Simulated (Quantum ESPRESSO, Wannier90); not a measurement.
## FeS$_{2}$ (Pnnm): Wannier90 run

Cell from Materials Project (mp-1522), symmetrised, no further relaxation. COD (Crystallography Open Database) has the formula in 4 space groups, this one among them (matched by group alone). Method: PBEsol plane waves in Quantum ESPRESSO 7.5 (PseudoDojo norm-conserving files, 72 Ry, no spin polarisation, no spin-orbit coupling), Bloch states on a 8×6×10 mesh through Γ, Wannier90 4.0.1. Density: 8×6×10 mesh, cold smearing 0.01 Ry. A non-magnetic state is assumed, with no Hubbard U; filled 3d bands tend to lie too high at this level.

```
begin unit_cell_cart
ang
    4.4256200000    0.0000000000    0.0000000000
    0.0000000000    5.3965300000    0.0000000000
    0.0000000000    0.0000000000    3.3777000000
end unit_cell_cart
mp_grid = 8 6 10
```

**Question.** Which shells of neighbouring k-points and which b-vectors and weights does Wannier90 pick for this cell and mesh?

**Answer.** 
```
 *---------------------------------- K-MESH ----------------------------------*
 +----------------------------------------------------------------------------+
 |                    Distance to Nearest-Neighbour Shells                    |
 |                    ------------------------------------                    |
 |          Shell             Distance (Ang^-1)          Multiplicity         |
 |          -----             -----------------          ------------         |
 |             1                   0.177466                      2            |
 |             2                   0.186020                      2            |
 |             3                   0.194050                      2            |
 |             4                   0.257094                      4            |
 |             5                   0.262963                      4            |
 |             6                   0.268810                      4            |
 |             7                   0.322107                      8            |
 |             8                   0.354932                      2            |
       ... (lines left out)
 +----------------------------------------------------------------------------+
 | The b-vectors are chosen automatically                                     |
 | The following shells are used:                       1,  2,  3             |
 +----------------------------------------------------------------------------+
 |                        Shell   # Nearest-Neighbours                        |
 |                        -----   --------------------                        |
 |                          1               2                                 |
 |                          2               2                                 |
 |                          3               2                                 |
 +----------------------------------------------------------------------------+
 | Completeness relation is fully satisfied [Eq. (B1), PRB 56, 12847 (1997)]  |
 +----------------------------------------------------------------------------+
 |                  b_k Vectors (Ang^-1) and Weights (Ang^2)                  |
 |                  ----------------------------------------                  |
 |            No.         b_k(x)      b_k(y)      b_k(z)        w_b           |
 |            ---        --------------------------------     --------        |
 |             1         0.177466    0.000000    0.000000    15.875905        |
 |             2        -0.177466    0.000000    0.000000    15.875905        |
 |             3         0.000000    0.000000    0.186020    14.449487        |
 |             4         0.000000    0.000000   -0.186020    14.449487        |
 |             5         0.000000    0.194050    0.000000    13.278284        |
 |             6         0.000000   -0.194050    0.000000    13.278284        |
```
